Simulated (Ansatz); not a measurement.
One crystal and one scan (scan of one atom of the cell) at two levels, r2SCAN (plane waves to 500 eV, PAW, scalar-relativistic; Ansatz, a first-principles code) and PBEsol (plane waves to 420 eV, PAW, scalar-relativistic; Ansatz), each from its own relaxed cell and on its own mesh.

The crystal is ZnS (zinc blende); one Zn atom of a 2-atom cell moves by s along Cartesian [110], with its periodic images.

E stands for the smeared free energy. ZnS was relaxed with its symmetry unable to fall.

```
quantity                                                          run 1  run 2
----------------------------------------------------------------  -----  -----
Lattice constant a (Å)                                            5.389  5.357
Band gap of the relaxed cell, no spin-orbit coupling (eV)          2.70   2.09
Force constant k = d²E/ds² at s = 0 (finite differences) (eV/Å²)   5.91   6.15
```

Task: Which run is which level?

Result: Run 1 is r2SCAN, run 2 is PBEsol. r2SCAN gives the higher value for: lattice constant a; band gap of the relaxed cell, no spin-orbit coupling. r2SCAN gives the lower value for: force constant k = d²E/ds² at s = 0. Both give the same shape of the curve: a single well with its minimum at or next to zero displacement. Neither level is exact: the differences show how much the result hangs on the functional.

(For displaced atoms, the force is minus the slope of the energy, and its curvature is a force constant, which sets phonon frequencies.)
